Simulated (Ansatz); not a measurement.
Os (fcc, Cu type)

```yaml
crystal:
  lattice:
    - [0.00000, 3.80249, 3.80249]
    - [1.90125, 0.00000, 1.90125]
    - [1.90125, 1.90125, 0.00000]
  atoms:
    - { symbol: Os, position: [0.00000, 0.00000, 0.00000] }
    - { symbol: Os, position: [0.50000, 0.00000, 0.00000] }
```

A phonon eigenvector at L = (0.5, 0.0, 0.0) is frozen into this cell: atom i moves by Q times the vector below, so Q is the largest atomic displacement, in Å. The cell is held. It is one choice among 2 degenerate patterns. (q is in reciprocal vectors of the primitive cell; the cell shown is doubled to hold the pattern.)

```
atom       x       y       z
----  ------  ------  ------
Os1   -0.285   0.520  -0.805
Os2    0.285  -0.520   0.805
```

These are LDA (plane waves to 420 eV, PAW, scalar-relativistic; Ansatz, an electronic-structure program) values and carry that method's errors. k mesh 21×21×21 (Γ-centred), Fermi-Dirac smearing 0.05 eV. E stands for the smeared free energy. With partly filled bands, energies and forces of such displacements shift with the k mesh and the smearing. Os is run without spin polarisation. Os was relaxed with its symmetry unable to fall. Spin-orbit coupling is left out, though Os is heavy. This is one of several known forms of Os; the measured ambient cells at hand have space group No. 194. The zero of ΔE is the undisplaced structure. The last digit holds for this mesh only.

```csv
Q (Å),ΔE (meV/cell)
-0.1000,withheld
-0.0833,61.8
-0.0667,39.6
-0.0500,22.4
-0.0333,10.0
-0.0167,2.5
0.0000,0.0
0.0167,2.5
0.0333,10.0
0.0500,22.4
0.0667,39.6
0.0833,61.8
0.1000,withheld
```

**Question.** Fit an even polynomial form (powers 2, 4) to the given rows and predict ΔE at Q = -0.1000.

**Answer.** Least squares on the 11 given rows: ΔE = (8960)·Q² + (-8379)·Q⁴, in meV/cell with Q in Å; root-mean-square residual 0.06 meV/cell. At -0.1000 the fit gives 88.8 meV/cell; the calculation gives 89.1 meV/cell, so the extrapolation is off by -0.3 (-0.3 %). The quadratic term alone would give 89.6 meV/cell.

(A displaced cell: forces are minus the slopes of the energy, force constants its curvatures, and phonons follow from these.)
